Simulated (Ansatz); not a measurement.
Ta5Ge3:
```
Ta5Ge3
1.0
   -3.31374     3.31374     6.01157
    3.31374    -3.31374     6.01157
    3.31374     3.31374    -6.01157
Ta Ge
10 6
Direct
  0.00709   0.18520   0.50000
  0.99291   0.81480   0.50000
  0.18520   0.68520   0.17810
  0.81480   0.31480   0.82190
  0.68520   0.50709   0.50000
  0.31480   0.49291   0.50000
  0.50709   0.00709   0.82190
  0.49291   0.99291   0.17810
  0.50000   0.50000   0.00000
  0.00000   0.00000   0.00000
  0.13589   0.63589   0.77177
  0.86411   0.36411   0.22823
  0.63589   0.86411   0.50000
  0.36411   0.13589   0.50000
  0.75000   0.75000   0.00000
  0.25000   0.25000   0.00000
```

Relaxed with r²SCAN. Special points in fractions of this cell's reciprocal vectors: Γ (0.000, 0.000, 0.000); X (0.000, 0.000, 0.500); P (0.250, 0.250, 0.250); N (0.000, 0.500, 0.000); M (0.500, 0.500, -0.500); S (0.326, 0.674, -0.326); S0 (-0.326, 0.326, 0.326); R (-0.152, 0.152, 0.500); G (0.500, 0.500, -0.152).

Task: List the band energies nearest the Fermi level at these points for plane-wave PAW r²SCAN (Ansatz code).

Result: In eV from the Fermi level; about four levels below and three above (degenerate sets whole), none deeper than 8.9 eV; points with the same levels are listed once.

```
k                    below                above
-  -----------------------  -------------------
Γ  -0.85 -0.85 -0.79 -0.08  0.71 0.71 1.07 1.07
X  -1.49 -1.19 -0.60 -0.28       0.10 0.75 0.78
P  -1.76 -1.76 -1.00 -1.00  0.20 0.20 1.07 1.07
N  -1.59 -1.59 -1.51 -1.51  0.51 0.51 0.68 0.68
M  -0.23 -0.23 -0.05 -0.05       0.04 0.58 0.93
S  -1.30 -1.18 -1.18 -1.15       0.05 0.46 0.48
R  -0.96 -0.92 -0.25 -0.12  0.45 0.63 1.30 1.30
```

Space group I4/mcm. The workflow started from a Materials Project entry (that database holds measured and hypothetical structures alike); the Crystallography Open Database copy checked does not list it. Its standing as an ambient phase is unchecked. The cell was relaxed with r²SCAN under the symmetry of its start; whether a distortion lowers the energy is not shown. No spin polarisation was allowed. Scalar-relativistic: spin–orbit coupling is off unless named, which matters more the heavier the elements.

Potentials: the later of the program's two PAW sets.
